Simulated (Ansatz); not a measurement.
Relaxed-ion elastic tensor of Zn (fcc (Cu type), Fm-3m) in GPa (Voigt order), the program Ansatz at the r²SCAN level (PAW); density 7.60 g/cm³, 14.28 Å³ per atom.

```
 132  66.5  66.5   0.0   0.0   0.0
66.5   132  66.5   0.0   0.0   0.0
66.5  66.5   132   0.0   0.0   0.0
 0.0   0.0   0.0  -6.3   0.0   0.0
 0.0   0.0   0.0   0.0  -6.3   0.0
 0.0   0.0   0.0   0.0   0.0  -6.3
```

Q: Is the crystal mechanically stable?

A: No: the smallest eigenvalue of C is -6.3 GPa.

The workflow started from a Materials Project entry (that database holds measured and hypothetical structures alike); the Crystallography Open Database copy checked does not list it. It is not the phase usual at ambient conditions (space group No. 194). The r²SCAN relaxation kept the symmetry of its start. At this level the phase is mechanically unstable. As this level gives no gap, shear constants depend on the k-mesh and smearing (Fermi–Dirac, 0.1 eV here).

Potentials: the later of the program's two PAW sets.
